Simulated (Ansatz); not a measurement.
Volume from LDA minus that from PBE (% of the latter), each on its own relaxed cell (Ansatz, an electronic-structure program, plane waves, PAW; no spin–orbit coupling, no Hubbard U), over 114 phases of the class «intermetallics»: what sign and size do you expect?

Mean -6.9 %, median -6.9 %, mean absolute 6.9 %; eight in ten lie between -9.1 and -5.0 %, and 0 % are above zero.

Some cases that may be named, with their rank among the 114 from the lowest: ZnCu, CsCl type -9.2 % (rank 11); Cu3Au, Cu3Au type -8.4 % (rank 21); AlNi, CsCl type -6.2 % (rank 71); AlCo, CsCl type -6.0 % (rank 75); Al2Au, fluorite or antifluorite type -5.1 % (rank 98); Al2Pt, fluorite or antifluorite type -4.6 % (rank 111).

The phases are those computed here (of each formula those with measured values and the lowest at some level), not a balanced benchmark, and neither functional is the truth. Pairs that end in unlike spin orders or unlike minima (c/a over 6 % apart, 30 % for weakly bound crystals), magnets with 4f shells, solids of gases and phases set aside for tests are left out.

Began spin-polarised and lost the moments: AlNi, CsCl type with PBE. All cells were relaxed under the symmetry of their starts (and spin orders); stability against distortions was not tested throughout. Named crystals with no word on spin ran without spin polarisation. Scalar-relativistic: spin–orbit coupling is off unless named, which matters more the heavier the elements.

Potentials: the later of the program's two PAW sets.

Ansatz is a plane-wave DFT program.
